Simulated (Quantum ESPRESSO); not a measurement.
LiAl2In2W3 (simulated cell) (calculated)

Calculation on a made-up metal alloy cell, not a measurement, one composition run in several site patterns on the same cell and positions: no spin or spin-orbit, unrelaxed, 2900 K smearing, stress positive in tension, cell energy less fitted offsets; periodic Kohn-Sham density functional theory in plane waves with PseudoDojo standard norm-conserving scalar-relativistic pseudopotentials, each functional with its own files (v0.5 for PBE, v0.4.1 for LDA and PBEsol), eight atoms on drawn sites of a strained close-packed or body-centred lattice, each displaced and held fixed; the energy is the cell's free energy, ions and the entropy term -TS included, at the stated Fermi-Dirac width, less a fixed offset for each atom's element (shifted free energy); compositions with an open d shell lost a parallel starting moment in a cheaper test run, and other magnetic orders were not tried; an error bar is the largest change of its kind in a tighter rerun, never given below 0.002 eV, 0.02 GPa or 0.003 eV/angstrom, and covers cutoff and k-mesh only, not smearing or the files. Program: Quantum ESPRESSO 7.5.

```xyz
8
Lattice="2.9522 0.0025 -0.0149 0.0044 5.0454 0.0262 -0.0471 0.0480 9.5284" Properties=species:S:1:pos:R:3 formula=LiAl2In2W3 lattice_type=hexagonal_close-packed functional=pbe cutoff=1007 fermi_dirac_smearing=0.25 electrons_removed=0 k_mesh=8_x_5_x_3_shifted_half_a_step_off_Gamma_on_each_axis structure_shown=pattern_1,with_the_other_patterns_on_the_same_cell_and_positions
Al    -0.0875     0.0289     0.0417
W      0.0315     0.0914     4.7884
W     -0.0045     1.6377     2.3915
W     -0.0104     1.6990     7.0978
Li     1.4510     2.5122    -0.0086
Al     1.3981     2.5700     4.7241
In     1.5006     4.2809     2.3954
In     1.4347     4.2093     7.1337
```

Units: cutoff, fermi_dirac_smearing in eV.

Atoms:
```tsv
atom site	pattern 1 element	pattern 2 element	pattern 3 element	pattern 4 element	pattern 5 element	pattern 6 element
1	Al	In	Al	Li	Li	Al
2	W	W	Li	W	W	W
3	W	Li	W	In	W	In
4	W	Al	W	Al	In	In
5	Li	In	Al	W	In	Li
6	Al	W	In	W	Al	W
7	In	Al	In	In	W	Al
8	In	W	W	Al	Al	W
```

Offsets:
```tsv
element	energy per atom (eV)
Al	-63.26
In	-1808.02
Li	-195.67
W	-2063.48
```

Results:
```tsv
pattern	energy above first pattern (eV)	entropy term negative ts (eV)	pressure (GPa)	stress xx (GPa)	stress yy (GPa)	stress zz (GPa)	rms force component (eV/Å)	shifted free energy (eV)
1	0	-1.063	-3.54	5.73	1.93	2.95	0.625	0.821
2	-0.567	-1.114	-3.12	3.56	3.03	2.77	0.538	0.254
3	-0.676	-1.016	-5.24	6.45	5.35	3.92	0.724	0.145
4	-0.328	-0.996	-3.4	4.21	-2.12	8.09	0.67	0.492
5	-0.706	-1.094	-3.42	3.31	6.16	0.78	0.509	0.115
6	-0.74	-1.049	-2.29	3.73	-0.34	3.48	0.57	0.081
```

Notes: heavy elements are run without spin-orbit coupling, which real alloys of them have; a spin test at this wide smearing found no moment, but such smearing suppresses magnetism that the real alloy may have; unrelaxed patterns on shared displaced sites, so differences are not ordering energies; lattice, volume and sites are drawn at random and may be unstable or far from any real phase; energies are for the whole cell, less offsets fitted to these runs, so they are not formation energies; error bars: energy 0.0042 eV, stress 0.075 GPa, force 0.014 eV/Å, from a tighter rerun of a related cell, whose elements or sites may differ.
